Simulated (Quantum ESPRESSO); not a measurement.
## Ru5Au3 (input and log of a self-consistent run)

Computed values, not a measurement. The program is pw.x of Quantum ESPRESSO 7.5 (plane-wave density functional theory). The cell is made up: eight metal atoms on a face-centred cubic lattice, with elements, volume, strain and displacements drawn at random and not relaxed, so it may be unstable or far from any real phase. PseudoDojo standard norm-conserving files set the functional (PBE unless stated); there is no spin polarisation or spin-orbit coupling, the Fermi-Dirac width of 0.25 eV means electrons at about 2900 K, and the masses in the input are unused placeholders. Heavy elements are run without spin-orbit coupling, which real alloys of them have. A spin test at this wide smearing found no moment, but such smearing suppresses magnetism that the real alloy may have.

Input:

```
&control calculation='scf', pseudo_dir='./dojo.nc.sr.pbe.v0_5.standard.upf', outdir='./o', disk_io='minimal', tprnfor=.true., tstress=.true. /
&system ibrav=0, nat=8, ntyp=2, nbnd=83, ecutwfc=84.00895049, nosym=.true., tot_charge=0,
 occupations='smearing', smearing='fd', degauss=0.0183746611
/
&electrons conv_thr=1.470e-08, electron_maxstep=70, mixing_beta=0.5 /
ATOMIC_SPECIES
Au 1.0 Au.upf
Ru 1.0 Ru.upf
CELL_PARAMETERS angstrom
-0.024 2.0265 2.0509
-3.9562 2.0142 -1.9906
-3.9145 -5.9048 6.0263
ATOMIC_POSITIONS angstrom
Ru -0.0346 -0.0174 -0.0157
Ru -3.94 -3.9385 4.0291
Au -3.936 -2.0054 2.026
Ru -4.0095 0.0028 0.0426
Au -1.9211 -1.9037 4.0512
Ru -2.0037 0.0414 2.0707
Au -2.0035 2.0537 0.008
Ru -5.8734 -1.9197 4.1121
K_POINTS automatic
8 5 3 1 1 1
```

The log is shortened where brackets say so; the opening notice, blank lines, dates and the lines on written files are dropped, and the path of the files is cut. It prints rydbergs, bohrs and kilobars, and counts compression as positive stress. Its total energy is the free energy E - TS of the whole cell.

```
     Program PWSCF v.7.5
     Parallel version (MPI & OpenMP), running on       4 processor cores
     Number of MPI processes:                 4
     Threads/MPI process:                     1
     [start-up lines left out]
     bravais-lattice index     =            0
     lattice parameter (alat)  =       5.4487  a.u.
     unit-cell volume          =     864.9790 (a.u.)^3
     number of atoms/cell      =            8
     number of atomic types    =            2
     number of electrons       =       137.00
     number of Kohn-Sham states=           83
     kinetic-energy cutoff     =      84.0090  Ry
     charge density cutoff     =     336.0358  Ry
     scf convergence threshold =      1.5E-08
     mixing beta               =       0.5000
     number of iterations used =            8  plain     mixing
     Exchange-correlation= PBE
                           (   1   4   3   4   0   0   0)
     [axes and pseudopotential details left out]
   Cartesian axes
     site n.     atom                  positions (alat units)
         1        Ru     tau(   1) = (  -0.0120001  -0.0060347  -0.0054451  )
         2        Ru     tau(   2) = (  -1.3664857  -1.3659654   1.3973877  )
         3        Au     tau(   3) = (  -1.3650984  -0.6955204   0.7026650  )
         4        Ru     tau(   4) = (  -1.3905899   0.0009711   0.0147747  )
         5        Au     tau(   5) = (  -0.6662831  -0.6602484   1.4050525  )
         6        Ru     tau(   6) = (  -0.6949308   0.0143585   0.7181680  )
         7        Au     tau(   7) = (  -0.6948614   0.7122720   0.0027746  )
         8        Ru     tau(   8) = (  -2.0370347  -0.6657976   1.4261740  )
     number of k points=    60  Fermi-Dirac smearing, width (Ry)=  0.0184
                       cart. coord. in units 2pi/alat
        k(    1) = (  -0.0847841   0.0316096   0.0556415), wk =   0.0333333
        k(    2) = (   0.0376607   0.1540045  -0.0638644), wk =   0.0333333
     [further k points left out]
     Dense  grid:    89923 G-vectors     FFT dimensions: (  32,  54, 108)
     Estimated max dynamical RAM per process >     373.11 MB
     Estimated total dynamical RAM >       1.39 GB
     Initial potential from superposition of free atoms
     starting charge     136.9958, renormalised to     137.0000
     Starting wfcs are   80 randomized atomic wfcs +    3 random wfcs
     total cpu time spent up to now is       11.0 secs
     per-process dynamical memory:   306.2 Mb
     Self-consistent Calculation
     iteration #  1     ecut=    84.01 Ry     beta= 0.50
     Davidson diagonalization with overlap
     ethr =  1.00E-02,  avg # of iterations =  3.0
     total cpu time spent up to now is       47.8 secs
     total energy              =   -1899.07838689 Ry
     estimated scf accuracy    <       1.72259725 Ry
     iteration #  2     ecut=    84.01 Ry     beta= 0.50
     Davidson diagonalization with overlap
     ethr =  1.26E-03,  avg # of iterations =  3.1
     total cpu time spent up to now is       84.7 secs
     total energy              =   -1898.17651511 Ry
     estimated scf accuracy    <      15.58102612 Ry
     iteration #  3     ecut=    84.01 Ry     beta= 0.50
     Davidson diagonalization with overlap
     ethr =  1.26E-03,  avg # of iterations =  2.8
     total cpu time spent up to now is      113.4 secs
     total energy              =   -1899.25477421 Ry
     estimated scf accuracy    <       9.08582976 Ry
     iteration #  4     ecut=    84.01 Ry     beta= 0.50
     Davidson diagonalization with overlap
     ethr =  1.26E-03,  avg # of iterations =  2.0
     total cpu time spent up to now is      138.6 secs
     total energy              =   -1899.45684327 Ry
     estimated scf accuracy    <       4.40956521 Ry
     iteration #  5     ecut=    84.01 Ry     beta= 0.50
     Davidson diagonalization with overlap
     ethr =  1.26E-03,  avg # of iterations =  1.9
     total cpu time spent up to now is      168.4 secs
     total energy              =   -1899.56876082 Ry
     estimated scf accuracy    <       9.73284025 Ry
     [iterations 6 to 14 left out]
     iteration # 15     ecut=    84.01 Ry     beta= 0.50
     Davidson diagonalization with overlap
     ethr =  1.70E-09,  avg # of iterations =  1.9
     total cpu time spent up to now is      432.0 secs
     total energy              =   -1899.81037126 Ry
     estimated scf accuracy    <       0.00001776 Ry
     iteration # 16     ecut=    84.01 Ry     beta= 0.50
     Davidson diagonalization with overlap
     ethr =  1.70E-09,  avg # of iterations =  1.0
     total cpu time spent up to now is      455.9 secs
     total energy              =   -1899.81037164 Ry
     estimated scf accuracy    <       0.00000207 Ry
     iteration # 17     ecut=    84.01 Ry     beta= 0.50
     Davidson diagonalization with overlap
     ethr =  1.51E-09,  avg # of iterations =  1.1
     total cpu time spent up to now is      482.4 secs
     total energy              =   -1899.81037174 Ry
     estimated scf accuracy    <       0.00000073 Ry
     iteration # 18     ecut=    84.01 Ry     beta= 0.50
     Davidson diagonalization with overlap
     ethr =  5.32E-10,  avg # of iterations =  1.0
     total cpu time spent up to now is      510.6 secs
     total energy              =   -1899.81037178 Ry
     estimated scf accuracy    <       0.00000008 Ry
     iteration # 19     ecut=    84.01 Ry     beta= 0.50
     Davidson diagonalization with overlap
     ethr =  5.75E-11,  avg # of iterations =  1.9
     total cpu time spent up to now is      542.0 secs
     End of self-consistent calculation
     [lines on levels left out]
!    total energy              =   -1899.81037178 Ry
     estimated scf accuracy    <          8.1E-09 Ry
     smearing contrib. (-TS)   =      -0.16116566 Ry
     internal energy E=F+TS    =   -1899.64920612 Ry
     The total energy is F=E-TS. E is the sum of the following terms:
     one-electron contribution =    -469.00037506 Ry
     hartree contribution      =     319.10036760 Ry
     xc contribution           =    -326.45533543 Ry
     ewald contribution        =   -1423.29386323 Ry
     convergence has been achieved in  19 iterations
     Forces acting on atoms (cartesian axes, Ry/au):
     atom    1 type  2   force =     0.00039131    0.00336897    0.00235507
     atom    2 type  2   force =     0.00956758   -0.01478922    0.02057078
     atom    3 type  1   force =     0.00317817    0.01348430    0.00453481
     atom    4 type  2   force =     0.02911240    0.03726219   -0.02765248
     atom    5 type  1   force =    -0.02666800   -0.02886327    0.00972649
     atom    6 type  2   force =     0.04009472    0.02687957   -0.03198370
     atom    7 type  1   force =    -0.00984157   -0.02155548    0.01547053
     atom    8 type  2   force =    -0.04583462   -0.01578706    0.00697851
     Total force =     0.110250     Total SCF correction =     0.000667
     Computing stress (Cartesian axis) and pressure
          total   stress  (Ry/bohr**3)                   (kbar)     P=      -78.47
  -0.00046143   0.00019183   0.00002982          -67.88       28.22        4.39
   0.00019183  -0.00049391  -0.00014006           28.22      -72.66      -20.60
   0.00002982  -0.00014006  -0.00064490            4.39      -20.60      -94.87
     init_run     :      9.67s CPU     10.31s WALL (       1 calls)
     electrons    :    515.16s CPU    531.12s WALL (       1 calls)
     forces       :      4.15s CPU      4.15s WALL (       1 calls)
     stress       :     14.00s CPU     14.00s WALL (       1 calls)
     [timing details left out]
     PWSCF        :   9m 3.64s CPU   9m20.42s WALL
     JOB DONE.
```

In other units: free energy -25848.237 eV for the cell, pressure -7.85 GPa, largest force component 1.178 eV/Å in size. The run took 562 s of wall time with four MPI processes on a shared machine (AMD EPYC, older, virtual cores), so the time is rough. A rerun of this cell at a higher cutoff and on a denser mesh moved values by no more than 0.012 eV in energy, 0.03 GPa in stress and 0.007 eV/Å in force, and a second program with other atomic files agreed on that cell to 2 % rms in force and 0.5 GPa in pressure.